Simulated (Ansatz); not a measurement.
# IrOs: enthalpy under pressure, worked through

The calculation used DFT r2SCAN, scalar-relativistic, plane waves, PAW in Ansatz. Settings: 500 eV cutoff, 18×18×10 k-mesh, Gaussian smearing of 0.10 eV, no spin polarisation.

The relaxed crystal:

```
Os Ir
1.0
     2.73470    0.00000    0.00000
    -1.36735    2.36832    0.00000
     0.00000    0.00000    4.35570
Os Ir
1 1
Direct
  0.33333 0.66667 0.00000
  0.66667 0.33333 0.50000
```

Cell and atoms were relaxed at each target pressure within the start's symmetry (P-6m2), at zero temperature; other phases can be more stable under pressure. H = E + PV with P the target; E is the free energy at the smearing used, whose derivative the pressure is, per atom and counted from zero pressure.

Spin–orbit coupling is left out, which can shift energies with elements as heavy as these.

| P (GPa) | V (Å³/atom) | E − E0 (meV) | H − H0 (meV) |
| --- | --- | --- | --- |
| 0 | 14.105 | 0.0 | 0.0 |
| 1 | 14.070 | 0.1 | 87.9 |
| 4 | 13.969 | 1.7 | 350.4 |
| 12 | 13.720 | 14.0 | 1041.6 |
| 25 | 13.360 | 55.2 | 2139.8 |

Q: Thermodynamics gives dH/dP = V along a relaxed path. Integrate V over P by the trapezoid rule and compare with the computed enthalpies.

A: With 1 eV/Å³ = 160.22 GPa, each step adds the mean volume times ΔP / 160.22:
| P (GPa) | ∫V dP (meV) | H − H0 (meV) | difference (meV) |
| --- | --- | --- | --- |
| 1 | 87.9 | 87.9 | 0.0 |
| 4 | 350.4 | 350.4 | 0.0 |
| 12 | 1041.7 | 1041.6 | 0.1 |
| 25 | 2140.3 | 2139.8 | 0.6 |

V(P) curves upward, so the trapezoid rule runs high; integrating a smooth curve through the same points puts that excess at about 0.4 meV at 25 GPa, against the 0.6 meV found.

Q: At 25 GPa, how much of the enthalpy change is stored energy and how much is the PV term?

A: E rises by 55 meV/atom and PV is 25 × 13.360 / 160.22 = 2085 meV/atom, so PV makes 97 % of ΔH. So between rival structures at high pressure a small difference in volume can outweigh the difference in energy: 1 % of this volume is worth 20.8 meV/atom at this pressure.

Q: What bulk modulus do the lowest pressures give, and how is the compression shared among the axes?

A: From the pressures that the runs reached, -1.00 GPa (14.141 Å³) and 1.00 GPa (14.070 Å³), B = −ΔP/Δln V = 2.00 / 0.0050 = 403 GPa, a mean over that range. The linear compressibilities −Δln(length)/ΔP are 0.86 along a, 0.86 along b, 0.76 along c (in TPa⁻¹). With fixed angles they add up to 1/B: 2.48 against 2.48. Softest: a and b, at 35 % of the volume change per axis.